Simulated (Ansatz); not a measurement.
# Fields on a plane of CaClF (space group P4/nmm)

```xyz
6
Lattice="3.7805 0.0000 0.0000 0.0000 3.7805 0.0000 0.0000 0.0000 6.6354" Properties=species:S:1:pos:R:3 pbc="T T T"
Ca     0.0000     1.8902     5.3325
Ca     1.8902     0.0000     1.3028
Cl     1.8902     0.0000     4.2645
Cl     0.0000     1.8902     2.3709
F      1.8902     1.8902     0.0000
F      0.0000     0.0000     0.0000
```

The slice is a (0 -1 1) plane (indices of the conventional cell) through the point (0.500, 0.000, 0.196) (fractional), spanned by u = [100] and v = [011] in vectors of this cell: u (3.78 Å) and v (7.64 Å, at 90° to u). It covers one period; positions are fractions (u, v).

Atoms on it: Ca at (0.00, 0.00). Other atoms lie within 1 Å of the plane.

Level of theory: LDA (plane waves to 420 eV, PAW, scalar-relativistic; Ansatz, a quantum-chemistry and plane-wave program). k mesh 9×9×5. Near the nuclei the fields are pseudised (PAW); where an atom keeps semicore shells as valence, they peak there. CaClF was relaxed with its symmetry unable to fall.

```
|99853222223589|
|88642344432468|
|65423456543245|
|32213466643122|
|21112456542111|
|22112345432112|
|32211233321122|
|32211233321122|
|22112456542112|
|11113678763111|
|10125789875210|
|00025799975200|
|00014688864100|
|00013567653100|
|00001244421000|
|00000112110000|
|10000011100000|
|11001112111001|
|11111223221111|
|11111233321111|
|00012333332100|
|00012233322100|
|00011233321100|
|22111122211112|
|65421111111245|
|88641000001468|
|99852000002589|
|99863111113689|
```
Scale: ten equal steps from -1.31 (start of '0') to 0.84 (end of '9'), in the order '0123456789'. Values: log₁₀ of the valence density in e/Å³. The map has 14 points along u (one character each, u = 0 at the left) and 28 along v (v = 0 in the bottom row). The scale is logarithmic, as a density can span decades between atoms and voids.

```
|xxxxxxxx00557777775500xxxxxx|
|xxxxxxxx2255xxxxxx5522xxxxxx|
|xxxxxx0044xxxxxxxxxx4400xxxx|
|0000225566xxxxxxxxxx66552200|
|5555667788xxxxxxxxxx88776655|
|7788888888xxxxxxxxxx88888888|
|8888888877664444446677888888|
|8888887744220000002244778888|
|8888775500xxxxxxxxxx00557788|
|8888662200xxxxxxxxxx00226688|
|88775500xxxxxxxxxxxxxx005577|
|88774400xxxxxxxxxxxxxx004477|
|88775511xxxxxxxxxxxxxx115577|
|8877663300xxxxxxxxxx00336677|
|998877552200xxxxxx0022557788|
|9999887755442211224455778899|
|9999998877776655667777889999|
|9999999999887777778899999999|
|9999999999888877888899999999|
|9999999999887766778899999999|
|9999999999776655667799999999|
|7777888888776666667788888877|
|4444557777777777777777775544|
|0000114466778888887766441100|
|xxxxxx004466888888664400xxxx|
|xxxxxxxx11557788775511xxxxxx|
|xxxxxxxx00447788774400xxxxxx|
|xxxxxxxx00447788774400xxxxxx|
```
Scale: ten equal steps from 0.00 (start of '0') to 8.52 (end of '9'), in the order '0123456789'. Values: electrostatic potential energy of an electron, from the cell's mean, in eV. The map has 14 points along u (two characters each, u = 0 at the left) and 28 along v (v = 0 in the bottom row). Points within 1 Å of a nucleus are blanked (x), as the pseudised field means little there. Values under 0 eV are set to 0. The zero, the cell's mean, hangs on the PAW cores.
